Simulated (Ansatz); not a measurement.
**Ansatz 0.2.0, relaxation: Nb5Te4**

The command:

```bash
ansatz run input.yaml --threads 2 --pin off --max-ram 3584MiB --backend cpu --events-out ev --progress --plain --runs-dir out
```

Input:

```yaml
crystal:
  lattice:
    - [0.0, 0.0, 3.857993]
    - [5.197858, -5.197858, 1.928997]
    - [5.197858, 5.197858, -1.928997]
  atoms:
    - { symbol: Te, position: [0.2797, 0.7792, 0.3386] }
    - { symbol: Te, position: [0.0589, 0.6614, 0.7792] }
    - { symbol: Te, position: [0.7203, 0.2208, 0.6614] }
    - { symbol: Te, position: [0.9411, 0.3386, 0.2208] }
    - { symbol: Nb, position: [0.0, 0.0, 0.0] }
    - { symbol: Nb, position: [0.3752, 0.9392, 0.6896] }
    - { symbol: Nb, position: [0.3144, 0.3104, 0.9392] }
    - { symbol: Nb, position: [0.6248, 0.0608, 0.3104] }
    - { symbol: Nb, position: [0.6856, 0.6896, 0.0608] }
  symmetry: { tolerance: 0.0003 }
kpoints:
  mp_grid: { grid: [5, 5, 5], shift: [0, 0, 0] }
magnetization:
  spin_polarized: false
scf:
  occupations: { method: fermi_dirac, width: 0.0444 }
  lower_state_search: "off"
hamiltonian:
  pseudopotentials: { kind: paw }
  xc: r2scan
basis:
  ecutwfc: 500
  fft_grid_basis: typed
relax:
  max_steps: 40
  cell: { p_target: 0.0 }
output:
  forces: true
  stress: true
  eigenvalues: true
  bader: true
  populations: true
  elf: true
  write_potential: true
  volumetric_format: npy
  dos:
    e_range: [-12, 8]
    de: 0.05
    projected: { site_lists: { Nb: [Nb], Te: [Te] } }
  write_density: true
checkpoint:
  read: saved_state
```

Origin of the cell: a known structure type with other elements, at an estimated volume, so it need not be a known compound.

The saved state is a converged single point of the same cell.

Steps («new basis» is an SCF on plane waves selected anew at the same cell):

| step | ΔF (meV/atom) | max force component (eV/Å) | P (GPa) | volume (Å³) | SCF iterations | step was |
| --- | --- | --- | --- | --- | --- | --- |
| 1 | 0.0 | 0.545 | -4.20 | 208.47 | 6 | accepted |
| 2 | 1.8 | 0.480 | 7.74 | 189.44 | 9 | rejected |
| 3 | -28.9 | 0.130 | -0.68 | 201.89 | 11 | accepted |
| 4 | -30.6 | 0.022 | 0.17 | 200.42 | 6 | accepted |
| 5 | -30.7 | 0.003 | 0.00 | 200.60 | 6 | accepted |
| 6 | -30.4 | 0.003 | -0.01 | 200.60 | 5 | new basis |

Step 1, with forces in eV/Å:

```xyz
9
Lattice="0.000 0.000 3.858 5.198 -5.198 1.929 5.198 5.198 -1.929" Properties=species:S:1:pos:R:3:forces:R:3 pbc="T T T" step=1
Te    5.810   -2.290    1.929    0.017    0.209    0.000
Te    7.488    0.612    0.000   -0.209    0.017    0.000
Te    4.586    2.290    1.929   -0.017   -0.209    0.000
Te    2.908   -0.612    3.858    0.209   -0.017    0.000
Nb    0.000    0.000    0.000    0.000    0.000    0.000
Nb    8.466   -1.297    1.929    0.147    0.545    0.000
Nb    6.495    3.268    0.000   -0.545    0.147    0.000
Nb    1.929    1.297    1.929   -0.147   -0.545    0.000
Nb    3.900   -3.268    3.858    0.545   -0.147    0.000
```

Step 3, with forces in eV/Å:

```xyz
9
Lattice="0.000 0.000 3.764 5.179 -5.179 1.882 5.179 5.179 -1.882" Properties=species:S:1:pos:R:3:forces:R:3 pbc="T T T" step=3
Te    5.824   -2.249    1.882    0.021    0.111    0.000
Te    7.428    0.645    0.000   -0.111    0.021    0.000
Te    4.533    2.249    1.882   -0.021   -0.111    0.000
Te    2.930   -0.645    3.764    0.111   -0.021    0.000
Nb    0.000    0.000    0.000    0.000    0.000    0.000
Nb    8.442   -1.225    1.882    0.020    0.130    0.000
Nb    6.404    3.263    0.000   -0.130    0.020    0.000
Nb    1.915    1.225    1.882   -0.020   -0.130    0.000
Nb    3.954   -3.263    3.764    0.130   -0.020    0.000
```

Step 4, with forces in eV/Å:

```xyz
9
Lattice="0.000 0.000 3.725 5.187 -5.187 1.863 5.187 5.187 -1.863" Properties=species:S:1:pos:R:3:forces:R:3 pbc="T T T" step=4
Te    5.850   -2.239    1.863   -0.001    0.001    0.000
Te    7.425    0.664    0.000   -0.001   -0.001    0.000
Te    4.523    2.239    1.863    0.001   -0.001    0.000
Te    2.948   -0.664    3.725    0.001    0.001    0.000
Nb    0.000    0.000    0.000    0.000    0.000    0.000
Nb    8.455   -1.202    1.863   -0.015   -0.022    0.000
Nb    6.388    3.268    0.000    0.022   -0.015    0.000
Nb    1.918    1.202    1.863    0.015    0.022    0.000
Nb    3.985   -3.268    3.725   -0.022    0.015    0.000
```

Step 6, with forces in eV/Å:

```xyz
9
Lattice="0.000 0.000 3.730 5.185 -5.185 1.865 5.185 5.185 -1.865" Properties=species:S:1:pos:R:3:forces:R:3 pbc="T T T" step=6
Te    5.846   -2.238    1.865    0.001   -0.002    0.000
Te    7.424    0.661    0.000    0.002    0.001    0.000
Te    4.525    2.238    1.865   -0.001    0.002    0.000
Te    2.947   -0.661    3.730   -0.002   -0.001    0.000
Nb    0.000    0.000    0.000    0.000    0.000    0.000
Nb    8.452   -1.206    1.865   -0.003    0.002    0.000
Nb    6.391    3.267    0.000   -0.002   -0.003    0.000
Nb    1.918    1.206    1.865    0.003   -0.002    0.000
Nb    3.980   -3.267    3.730    0.002    0.003    0.000
```

```
Free energy lowered by  : 30.4 meV/atom
Volume change           : -3.77 %
Final pressure          : -0.01 GPa
Relaxation steps listed : 6
```

Caveats: no moments, though an odd count or open d shells may carry them; no spin-orbit coupling, though heavy elements are present; the k mesh is coarse if the cell is a metal; the relaxation held the start's symmetry, so the end may be a saddle point.

Time: 120 s on 2 threads of Intel(R) Xeon(R) 6975P-C (Granite Rapids) (shared host), peak memory 1.2 GiB, from a saved density.
